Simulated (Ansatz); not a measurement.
Polymorphs of Cu₂Se, each relaxed with PBEsol (plane waves, PAW; program Ansatz):

A: anti-fluorite (Fm-3m)
a = b = c = 5.718 Å, α = β = γ = 90.00°

```
atom  site  symmetry       x       y       z
----  ----  --------  ------  ------  ------
Cu      8c      -43m  0.2500  0.2500  0.2500
Se      4a      m-3m  0.0000  0.0000  0.0000
```

B: F-43m
a = b = c = 5.6917 Å, α = β = γ = 90.00°

```tsv
atom	site	symmetry	x	y	z
Cu	4c	-43m	0.2500	0.2500	0.2500
Cu	4b	-43m	0.5000	0.5000	0.5000
Se	4a	-43m	0.0000	0.0000	0.0000
```

Task: Put the candidates in order of energy per atom at 0 K, lowest first, for PBEsol.

Result: A (+0 meV/atom), B (+14 meV/atom)

Standing as an ambient phase not checked: A; B. Unstable at this level: B. All cells were relaxed under the symmetry of their starts (and spin orders); stability against distortions was not tested throughout. Rows with no word on spin ran without spin polarisation. Spin–orbit coupling is left out wherever it is not named.

Energies hold the estimated change up to a 700 eV cutoff; steps of a few meV lie near the error of the meshes.

Potentials: the later of the program's two PAW sets.
